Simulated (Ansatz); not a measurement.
# Optical constants of InAg₃

These are results of DFT PBEsol, scalar-relativistic, plane waves, PAW (Ansatz), not measurements. Cutoff 420 eV, 10×10×10 k-points (Γ-centred), Fermi-Dirac smearing of 0.15 eV. No spin polarisation.

Relaxed structure:
```
In Ag
1.0
     4.14013    0.00000    0.00000
     0.00000    4.14013    0.00000
     0.00000    0.00000    4.14013
In Ag
1 3
Direct
  0.00000 0.00000 0.00000
  0.00000 0.50000 0.50000
  0.50000 0.00000 0.50000
  0.50000 0.50000 0.00000
```

In a metal these results depend on the k mesh and the smearing.

Independent-particle response (no local fields, no excitons) on a 16×16×16 mesh, broadened by 0.1 eV; the Drude term is undamped and its weight carries the smearing above, which sets much of it in a semimetal. The run couldn't bound its error over part or most of this range, so small peaks and near ties are unsure. Light polarised along x. ε₁ lacks the small share of bands above those solved.

(1) Tabulate n, κ, the reflectivity and the absorption coefficient against photon energy.

(2) Where is the highest local maximum of ε₂ between 0.3 and 12 eV?

Answers

(1)
| E (eV) | n | κ | R | α (10⁵ cm⁻¹) |
| --- | --- | --- | --- | --- |
| 0.3 | 1.25 | 28.13 | 0.99 | 8.55 |
| 0.6 | 0.95 | 13.56 | 0.98 | 8.25 |
| 0.9 | 0.83 | 9.47 | 0.96 | 8.64 |
| 1.2 | 0.98 | 6.60 | 0.92 | 8.03 |
| 1.5 | 1.48 | 5.61 | 0.84 | 8.52 |
| 1.8 | 0.92 | 5.10 | 0.88 | 9.31 |
| 2.1 | 0.84 | 4.16 | 0.84 | 8.85 |
| 2.4 | 0.62 | 3.54 | 0.84 | 8.61 |
| 2.7 | 0.68 | 2.82 | 0.75 | 7.71 |
| 3.0 | 1.16 | 2.36 | 0.55 | 7.16 |
| 3.3 | 1.27 | 2.46 | 0.55 | 8.22 |
| 3.6 | 1.07 | 2.41 | 0.58 | 8.81 |
| 3.9 | 1.02 | 2.14 | 0.53 | 8.44 |
| 4.2 | 1.13 | 1.92 | 0.45 | 8.19 |
| 4.5 | 1.07 | 1.92 | 0.46 | 8.76 |
| 4.8 | 1.09 | 1.75 | 0.41 | 8.53 |
| 5.1 | 1.12 | 1.75 | 0.41 | 9.06 |
| 5.4 | 1.05 | 1.64 | 0.39 | 9.00 |
| 5.7 | 1.06 | 1.55 | 0.36 | 8.95 |
| 6.0 | 1.07 | 1.50 | 0.35 | 9.13 |
| 6.3 | 1.05 | 1.45 | 0.34 | 9.28 |
| 6.6 | 1.03 | 1.39 | 0.32 | 9.29 |
| 6.9 | 1.04 | 1.33 | 0.30 | 9.31 |
| 7.2 | 1.03 | 1.31 | 0.29 | 9.55 |
| 7.5 | 1.03 | 1.27 | 0.28 | 9.65 |
| 7.8 | 1.02 | 1.26 | 0.28 | 9.92 |
| 8.1 | 0.95 | 1.21 | 0.28 | 9.93 |
| 8.4 | 0.95 | 1.14 | 0.25 | 9.68 |
| 8.7 | 0.96 | 1.11 | 0.24 | 9.79 |
| 9.0 | 0.94 | 1.07 | 0.23 | 9.74 |
| 9.3 | 0.95 | 1.01 | 0.21 | 9.50 |
| 9.6 | 0.94 | 0.99 | 0.21 | 9.65 |
| 9.9 | 0.96 | 0.94 | 0.19 | 9.47 |
| 10.2 | 0.98 | 0.92 | 0.18 | 9.46 |
| 10.5 | 1.01 | 0.91 | 0.17 | 9.69 |
| 10.8 | 0.99 | 0.91 | 0.17 | 9.96 |
| 11.1 | 1.00 | 0.89 | 0.17 | 10.06 |
| 11.4 | 1.00 | 0.90 | 0.17 | 10.45 |
| 11.7 | 0.99 | 0.87 | 0.16 | 10.29 |
| 12.0 | 1.01 | 0.86 | 0.16 | 10.48 |

(2) At 0.7 eV, where ε₂ = 30.7.

Cost: 1 run of about 12 core-minutes, on Arm Neoverse N1 (shared hosts).